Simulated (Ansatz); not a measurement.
Below is a relaxed structure of La2Hf3O3. The cell was found from a structure generator's guess, not taken from experiment.

All numbers below come from DFT PBE, scalar-relativistic, plane waves, PAW (Ansatz). Cutoff 420 eV, Γ-centred mesh, Gaussian smearing, no spin polarisation.

```
La Hf O
1.0
    -3.16294    3.16294    4.44310
     3.16294   -3.16294    4.44310
     3.16294    3.16294   -4.44310
La Hf O
2 3 3
Direct
  0.71697 0.71697 0.00000
  0.28303 0.28303 0.00000
  0.75000 0.25000 0.50000
  0.25000 0.75000 0.50000
  0.00000 0.00000 0.00000
  0.50000 0.00000 0.50000
  0.00000 0.50000 0.50000
  0.50000 0.50000 0.00000
```

Energies over the elements count from the elements' standard structures at the same level (O₂ as a molecule), with no fitted energy shifts.

**Question.** Find its symmetry and describe it.

**Answer.** I4/mmm (No. 139). Conventional cell: a = 6.326 Å, c = 8.886 Å. La has 1 O at 1.93 Å, 1 Hf at 2.52 Å and 4 Hf at 3.18 Å; Hf on a site of symmetry -4m2 has 2 O at 2.22 Å and 4 La at 3.18 Å; Hf on a site of symmetry 4/mmm has 2 La at 2.52 Å; O on a site of symmetry mmm is surrounded by 2 Hf at 2.22 Å; 1 more site not described.

**Question.** What is its formation energy per atom?

**Answer.** −0.47 eV/atom. A negative formation energy is needed for stability but isn't enough: competing phases decide.

**Question.** Is it a metal?

**Answer.** Yes, bands cross the Fermi level on the 8×8×8 mesh.

The last run used an 8×8×8 mesh for its 8-atom cell and Gaussian smearing of 0.10 eV. Spin–orbit coupling, which can matter for Hf, is left out. Symmetry constrained the relaxation, so the result can be a saddle point.
